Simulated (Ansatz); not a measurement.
# GaNi: from a starting cell to a relaxed one

The start is a generated trial cell of GaNi in the AFLOW prototype AB_tI16_141_e_e (B_g, as in BMo). The cell and all atomic positions are relaxed at zero pressure with PBEsol (plane waves to 420 eV, PAW, scalar-relativistic; Ansatz, an electronic-structure program). The first steps use a coarse 14×14×14 k-mesh.

The start:
```
GaNi
1.0
   -1.62645     1.62645     8.86489
    1.62645    -1.62645     8.86489
    1.62645     1.62645    -8.86489
Ni Ga
4 4
Direct
  0.35200   0.35200   0.00000
  0.39800   0.89800   0.50000
  0.64800   0.64800   0.00000
  0.10200   0.60200   0.50000
  0.19600   0.19600   0.00000
  0.55400   0.05400   0.50000
  0.80400   0.80400   0.00000
  0.94600   0.44600   0.50000
```
Spin-polarised start, with parallel moments on Ni.

```json
{
  "energy_released": "about 1.0 eV/atom",
  "Shortest distances (start → end)": "The closest pairs of elements (up to four, under 3.6 Å), start → end: Ni–Ni 1.82 → 2.43 Å; Ga–Ni 2.33 → 2.40 Å; Ga–Ga 2.99 → 2.80 Å",
  "moments_at_the_end": "zero (the starting moments vanished)",
  "optimiser_moves": "18"
}
```

Relaxed structure:

```cif
data_Ga8Ni8
_chemical_formula_sum 'Ni8 Ga8'
_space_group_name_H-M_alt 'I41/amd :1'
_space_group_IT_number 141
_space_group_name_Hall 'I 4bw 2bw -1bw'
_cell_length_a 3.45991
_cell_length_b 3.45991
_cell_length_c 17.40780
_cell_angle_alpha 90.000
_cell_angle_beta 90.000
_cell_angle_gamma 90.000
loop_
_atom_site_label
_atom_site_type_symbol
_atom_site_symmetry_multiplicity
_atom_site_Wyckoff_symbol
_atom_site_fract_x
_atom_site_fract_y
_atom_site_fract_z
_atom_site_occupancy
Ni1 Ni 8 e 0.00000 0.00000 0.32581 1
Ga1 Ga 8 e 0.00000 0.00000 0.18821 1
```
(The calculation used a cell of 8 atoms; values per cell refer to that cell.)

Final values are on a 14×14×14 k-mesh of the relaxed cell. The start holds a very short contact (Ni–Ni 1.82 Å). No spin polarisation in the result: the starting moments vanished. A magnetic state may lie lower.

The run could not lose the symmetry of its start, so the end can be a saddle point.

The relaxed structure here is a generated cell of GaNi: the first start was made by placing the elements on the sites of a structure type, and the end was not matched to a known phase here, so it may be hypothetical.
